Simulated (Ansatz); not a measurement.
Bi:
```yaml
crystal:
  lattice:
    - [3.41386, 0.00000, 0.00000]
    - [-1.70693, 2.95649, 0.00000]
    - [0.00000, 0.00000, 5.84183]
  atoms:
    - { symbol: Bi, position: [0.33333, 0.66667, 0.25000] }
    - { symbol: Bi, position: [0.66667, 0.33333, 0.75000] }
```

Relaxed with LDA. Special points in fractions of this cell's reciprocal vectors: Γ (0.000, 0.000, 0.000); M (0.500, 0.000, 0.000); K (0.333, 0.333, 0.000); A (0.000, 0.000, 0.500); L (0.500, 0.000, 0.500); H (0.333, 0.333, 0.500).

Task: List the band energies nearest the Fermi level at these points for DFT-LDA in the program Ansatz with PAW potentials.

Result: In eV from the Fermi level; about four levels below and three above (degenerate sets whole), none deeper than 8.9 eV; … stands for higher levels left out; points with the same levels are listed once.

```
k                          below                above
-  -----------------------------  -------------------
Γ                          -5.67       4.03 4.03 4.57
M              -4.80 -3.48 -2.04       0.18 0.68 3.51
K  -2.49 -2.49 -1.25 -0.49 -0.49               3.88 …
A                    -1.56 -1.56  4.74 4.74 4.74 4.74
L                    -5.15 -5.15  1.33 1.33 1.82 1.82
H        -3.92 -3.92 -3.03 -3.03  2.56 2.56 7.18 7.18
```

Space group P6_3/mmc (hcp (Mg type)). The workflow started from an entry of the Crystallography Open Database (COD, 298 K), which files this formula under 2 space groups. It is not the phase usual at ambient conditions (space group No. 166). The cell was relaxed with LDA under the symmetry of its start; whether a distortion lowers the energy is not shown. The volume moved by -72 % from the start of the relaxation. The volume fell by over 15 % from the filed cell, which may lack light atoms or belong to other conditions. Scalar-relativistic: spin–orbit coupling is off unless named, which matters more the heavier the elements.

Potentials: the later of the program's two PAW sets.
